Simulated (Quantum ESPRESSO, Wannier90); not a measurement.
## InSb (zinc blende), plane waves to Wannier functions

```xyz
2
Lattice="0.0000 3.3166 3.3166 3.3166 0.0000 3.3166 3.3166 3.3166 0.0000" Properties=species:S:1:pos:R:3 pbc="T T T"
In     0.0000     0.0000     0.0000
Sb    -1.6583    -1.6583    -1.6583
```

Structure: Materials Project mp-20012, symmetrised, not relaxed again. COD (Crystallography Open Database) has an entry of this formula and space group (matched by these alone). Computed values, not measurements, from PBEsol: Quantum ESPRESSO (norm-conserving PseudoDojo potentials, cutoff 64 Ry, no spin polarisation, no spin-orbit coupling) on a Γ-centred 8×8×8 mesh, then Wannier90. Density: 8×8×8 mesh, Gaussian smearing 0.01 Ry. Spin-orbit coupling is left out although heavy elements are present.

Band 11 is isolated and gives one Wannier function a cell (Sb2 5s 64 %, In1 5p 20 %, In1 5s 12 %; spread 2.67 Å²). Its on-site energy is ε = -9.200 eV relative to the Fermi level, and its hoppings t(R) = t(−R) to the nearer images are (images within this range that aren't listed have |t| under 5 meV):

```csv
R (lattice vectors; −R alike),distance (Å),t (eV)
0 0 1,4.69,-0.119
0 1 -1,4.69,-0.119
0 1 0,4.69,-0.119
1 -1 0,4.69,-0.119
1 0 -1,4.69,-0.119
1 0 0,4.69,-0.119
1 -1 -1,6.63,0.009
1 -1 1,6.63,0.009
1 1 -1,6.63,0.009
0 1 -2,8.12,0.009
0 1 1,8.12,0.009
0 2 -1,8.12,0.009
1 -2 0,8.12,0.009
1 -2 1,8.12,0.009
1 0 -2,8.12,0.009
1 0 1,8.12,0.009
1 1 -2,8.12,0.009
1 1 0,8.12,0.009
2 -1 -1,8.12,0.009
2 -1 0,8.12,0.009
2 0 -1,8.12,0.009
```

Problem. Work out the band energy at Γ, X, U, K from these numbers.

Solution. For one orbital E(k) = ε + Σ_R 2 t(R) cos(2π k·R), the sum over the listed R.
- Γ, k = (0.000, 0.000, 0.000): E = -9.200 + (-0.119)·(12.00) + (0.009)·(6.00) + (0.009)·(24.00) = -10.36 eV; pw.x: -10.38 eV
- X, k = (-0.500, -0.500, 0.000): E = -9.200 + (-0.119)·(-4.00) + (0.009)·(6.00) + (0.009)·(-8.00) = -8.74 eV; pw.x: -8.66 eV
- U, k = (-0.375, -0.375, 0.250): E = -9.200 + (-0.119)·(-3.66) + (0.009)·(2.00) + (0.009)·(4.00) = -8.71 eV; pw.x: -8.70 eV
- K, k = (-0.375, 0.000, 0.375): E = -9.200 + (-0.119)·(-3.66) + (0.009)·(2.00) + (0.009)·(4.00) = -8.71 eV; pw.x: -8.70 eV

At these points the listed shells miss the plane-wave band by up to 0.08 eV, of a width of 1.74 eV on the path. With all its hoppings the model misses the band by 0.6 meV at worst on the whole path, so most of the miss comes from the hoppings not listed.
